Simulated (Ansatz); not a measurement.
**Property card for C**

C:
```
CELL_PARAMETERS angstrom
     -1.32924     2.77521     2.32783
      1.32924    -2.77521     2.32783
      1.32924     2.77521    -2.32783
ATOMIC_POSITIONS crystal
  C  0.66997 0.32568 0.99565
  C  0.33003 0.67432 0.00435
  C  0.83003 0.82568 0.65571
  C  0.16997 0.17432 0.34429
  C  0.75000 0.75000 0.00000
  C  0.25000 0.25000 0.00000
```

Space group Ibam (No. 72); conventional cell a = 2.658 Å, b = 5.550 Å, c = 4.656 Å, α = 90.00°, β = 90.00°, γ = 90.00°.

Method: DFT-r²SCAN in the program Ansatz with PAW potentials. Structure relaxed to zero pressure with the same functional. Other levels are named where they apply.

Cell and energy:

| Quantity | Result |
|---|---|
| Volume per atom | 5.72 Å³ |
| Density | 3.48 g/cm³ |

Electronic structure:

| Property | Value |
|---|---|
| Band gap | 3.16 eV (smallest direct gap 3.18 eV) |
| Valence-band maximum | at X (k = 0.500, 0.500, 0.500) |
| Conduction-band minimum | on the Γ–X line, 86 % of the way from Γ (k = 0.430, -0.430, 0.430) (2 equivalent valleys) |
| Electron effective mass | 0.55, 1.1, 7.6 mₑ (principal values) |
| Hole effective mass | 0.41, 0.51, 0.98 mₑ (principal values) |
| HSE06 gap on the r²SCAN cell | 3.96 eV |

Mechanics:

| Item | Result |
|---|---|
| Bulk modulus (Birch–Murnaghan fit) | 384 GPa |
| Pressure derivative B′ | 3.9 |

The start of the workflow was typed in or built on a structure type; neither database checked (COD, Materials Project) lists it. It is not the phase usual at ambient conditions (space group No. 194, 227). Symmetry was held in the r²SCAN relaxation; its stability against distortions is not shown here. The volume moved by 19 % from the start of the relaxation.

Potentials: the earlier of the program's two PAW sets.
